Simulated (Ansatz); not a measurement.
The relaxed structure here is a generated cell of Hf3N4: the first start was made by a random draw of sites in a space group, and the end was not matched to a known phase here, so it may be hypothetical.

One stationary structure of Hf3N4. Method: PBEsol (plane waves to 420 eV, PAW, scalar-relativistic; Ansatz, a quantum-chemistry and plane-wave program).

```cif
data_Hf3N4
_chemical_formula_sum 'Hf3 N4'
_space_group_name_H-M_alt 'P 1'
_space_group_IT_number 1
_cell_length_a 3.06167
_cell_length_b 5.48420
_cell_length_c 5.48420
_cell_angle_alpha 117.540
_cell_angle_beta 90.000
_cell_angle_gamma 90.000
loop_
_space_group_symop_operation_xyz
  'x, y, z'
loop_
_atom_site_label
_atom_site_type_symbol
_atom_site_fract_x
_atom_site_fract_y
_atom_site_fract_z
_atom_site_occupancy
Hf1 Hf 0.00000 0.36789 0.69891 1
Hf2 Hf 0.00000 0.69891 0.36789 1
Hf3 Hf 0.50000 0.08725 0.08725 1
N1 N 0.50000 0.48246 0.48246 1
N2 N 0.50000 0.45699 0.01790 1
N3 N 0.50000 0.01790 0.45699 1
N4 N 0.00000 0.86550 0.86550 1
```

### Question
Find the space group and the Wyckoff positions (tolerance 0.01 Å).

### Answer
Space group Amm2 (No. 38); a = 3.062 Å, b = 9.379 Å, c = 5.687 Å, α = β = γ = 90.00°

```json
[
 {"atom": "Hf", "site": "4d", "symmetry": "m..", "x": "0.0000", "y": "0.3345", "z": "0.0334"},
 {"atom": "Hf", "site": "2b", "symmetry": "mm2", "x": "0.5000", "y": "0.5000", "z": "0.5873"},
 {"atom": "N", "site": "2b", "symmetry": "mm2", "x": "0.5000", "y": "0.5000", "z": "0.9825"},
 {"atom": "N", "site": "4e", "symmetry": "m..", "x": "0.5000", "y": "0.2195", "z": "0.2374"},
 {"atom": "N", "site": "2a", "symmetry": "mm2", "x": "0.0000", "y": "0.0000", "z": "0.8655"}
]
```

### Question
Give the shortest distances between elements (the closest pairs, up to four, under 3.6 Å).

### Answer
Hf–N 1.98 Å; N–N 2.49 Å; Hf–Hf 3.06 Å.

| Quantity | Value |
|---|---|
| Volume per atom | 11.66 Å³ |
| Density | 12.03 g/cm³ |
| Band gap | no gap (metallic) |

No spin polarisation in the result.

It was reached from a disturbed copy of a P-3m1 (No. 164) cell, against which it lies -0.73 eV/atom.
